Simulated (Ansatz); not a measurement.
A structure of SnSe relaxed with PBEsol (plane waves to 420 eV, PAW, scalar-relativistic; Ansatz, an electronic-structure program); single points at other levels follow on the same geometry (Ansatz, PAW; HSE06 at 420 eV on a 2×6×6 k-mesh; no spin-orbit coupling). Space group Pnma (No. 62).

```
CELL_PARAMETERS angstrom
     11.43835     0.00000     0.00000
      0.00000     4.15220     0.00000
      0.00000     0.00000     4.36168
ATOMIC_POSITIONS crystal
  Sn 0.11802 0.25000 0.09517
  Sn 0.38198 0.75000 0.59517
  Sn 0.88198 0.75000 0.90483
  Sn 0.61802 0.25000 0.40483
  Se 0.85719 0.25000 0.47688
  Se 0.64281 0.75000 0.97688
  Se 0.14281 0.75000 0.52312
  Se 0.35719 0.25000 0.02312
```

```
level   gap (eV)      kind           conduction minimum
------  --------  --------  ---------------------------
PBEsol      0.40  indirect  33 % of the way from Y to Γ
HSE06          …         –                            …
```

**Question.** Complete the blanks.

**Answer.** 
- HSE06, gap (eV): 0.87
- HSE06, conduction minimum: k = (0, 0.3333, 0)

HSE06 gaps come from a coarse mesh plus a few chosen points, so they may be too large. No spin polarisation in the result.

The run could not lose the symmetry of its start.
